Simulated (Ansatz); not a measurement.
Nb$_{3}$Ir (Cu3Au type), relaxed with PBE (Ansatz, a first-principles code, plane waves, PAW): a = b = c = 4.1017 Å, α = β = γ = 90.00°.

| Quantity | Value |
|---|---|
| ΔH_f (eV/atom) | -0.12 |
| B₀ by P(V) fit (GPa) | 205 |

The same phase is relaxed and computed with r²SCAN in the same code. What are the cell and these values now?

a = b = c = 4.089 Å, α = β = γ = 90.00°.

* **ΔH_f (eV/atom)**: -0.13
* **B₀ by P(V) fit (GPa)**: 215

Constructed cells (a structure type filled with these elements, in neither database checked): Nb3Ir, Cu3Au type. Unstable at this level: Nb3Ir, Cu3Au type with r²SCAN. All cells were relaxed under the symmetry of their starts (and spin orders); stability against distortions was not tested throughout. Rows with no word on spin ran without spin polarisation. Spin–orbit coupling is left out wherever it is not named.

Potentials: the earlier of the program's two PAW sets.

Ansatz is a plane-wave DFT program.

Formation energies count from the lowest solids of the elements computed at the same level, not from gases.
